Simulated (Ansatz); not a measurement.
AgTiS₂:
```yaml
crystal:
  lattice:
    - [3.48531, 0.00000, 0.00000]
    - [-1.74266, 3.01837, 0.00000]
    - [0.00000, 0.00000, 6.56876]
  atoms:
    - { symbol: S, position: [0.66667, 0.33333, 0.78265] }
    - { symbol: Ti, position: [0.00000, 0.00000, 0.00000] }
    - { symbol: S, position: [0.33333, 0.66667, 0.21735] }
    - { symbol: Ag, position: [0.00000, 0.00000, 0.50000] }
```

Relaxed with r²SCAN+D4. Special points in fractions of this cell's reciprocal vectors: Γ (0.000, 0.000, 0.000); M (0.500, 0.000, 0.000); K (0.333, 0.333, 0.000); A (0.000, 0.000, 0.500); L (0.500, 0.000, 0.500); H (0.333, 0.333, 0.500).

Task: List the band energies nearest the Fermi level at these points for DFT-r²SCAN+D4 in the program Ansatz with PAW potentials.

Result: In eV from the Fermi level; about four levels below and three above (degenerate sets whole), none deeper than 8.9 eV; points with the same levels are listed once.

```tsv
k	below	above
Γ	-3.35 -3.35 -3.00 -1.82 -1.82	0.04 0.04 0.22
M	-3.28 -3.00 -2.83 -0.28	1.08 1.42 2.28
K	-4.00 -4.00 -3.88 -2.99 -2.99	0.60 1.15 1.15
A	-1.15 -1.15 -0.05 -0.05	0.46 2.50 2.50
L	-3.72 -2.12 -1.65 -0.98	1.07 1.37 2.29
H	-4.25 -4.25 -3.60 -2.50 -2.50	0.62 0.81 0.81
```

Space group P-3m1. The cell is a constructed one: a structure type filled with these elements; neither database checked (COD, Materials Project) lists it. Its standing as an ambient phase is unchecked. The r²SCAN+D4 relaxation kept the symmetry of its start; its stability against distortions is not shown here. The run is not spin-polarised. With an odd number of electrons in the cell and no spin polarisation, the count alone makes it a metal. Scalar-relativistic: spin–orbit coupling is off unless named, which matters more the heavier the elements.

Potentials: the later of the program's two PAW sets.
